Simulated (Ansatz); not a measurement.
Generalised stacking fault of TiC (rock salt) on the {100} plane. The cell below holds the perfect crystal with the plane normal along z; tilting its third vector by the shift puts one fault into each cell, between planes 2.17 Å apart, at fixed cell height.

```
CELL_PARAMETERS angstrom
      3.06392     0.00000     0.00000
      0.00000     3.06392     0.00000
      1.53196     1.53196     6.49955
ATOMIC_POSITIONS crystal
  C  0.00000 0.00000 0.83333
  C  0.33333 0.33333 0.16667
  C  0.66667 0.66667 0.50000
  Ti 0.50000 0.50000 0.83333
  Ti 0.83333 0.83333 0.16667
  Ti 0.16667 0.16667 0.50000
```

In-plane vectors a = (3.064, 0.000) Å, b = (0.000, 3.064) Å, area 9.39 Å². The shift is x·a + y·b, and the map repeats with period 1 in x and y. The shift is rigid: no atom relaxes. γ = [E(shift) − E(0)] / area.

All values below come from PBE (plane waves to 420 eV, PAW, scalar-relativistic; Ansatz, an electronic-structure program). k mesh 13×13×13 (Γ-centred), Fermi-Dirac smearing 0.05 eV. Energies are extrapolated to zero smearing. Compression counts positive. Points where atoms come too close for the PAW data are left out (x in tables, blank in figures). With partly filled bands, the k mesh leaves noise in γ, roughly 0.02 J/m² as judged from a few cases. Faults lie only 6.5 Å apart, and holding the cell height and the atoms raises γ above its relaxed value. TiC is run without spin polarisation. TiC was relaxed with its symmetry unable to fall. γ is measured from zero shift.

γ (meV/Å²), with x across and y down:

```
y \ x  0.000  0.167  0.333  0.500  0.667  0.833
-----  -----  -----  -----  -----  -----  -----
0.000      0     64    171    218    171     64
0.167     64    119    217      x    217    119
0.333    171    217      x      x      x    217
0.500    218      x      x      x      x      x
0.667    171    217      x      x      x    217
0.833     64    119    217      x    217    119
```

σ normal to the fault (GPa), with x across and y down:

```tsv
y \ x	0.000	0.167	0.333	0.500	0.667	0.833
0.000	0.0	4.1	7.2	3.5	7.2	4.1
0.167	4.1	7.4	8.8	x	8.8	7.4
0.333	7.2	8.8	x	x	x	8.8
0.500	3.5	x	x	x	x	x
0.667	7.2	8.8	x	x	x	8.8
0.833	4.1	7.4	8.8	x	8.8	7.4
```

Summary:

| Quantity | Result |
|---|---|
| Local minima besides zero shift | no grid point is one |
| Highest γ on the easiest grid path from zero shift to a (an upper estimate of the barrier on so coarse a grid) | 3.49 J/m² |
| Lowest place on the grid | x = 0.000, y = 0.000 (0.00 J/m²) |

(The slope of γ gives the shear force per area between the displaced halves; near zero shift its curvature is an elastic stiffness.)
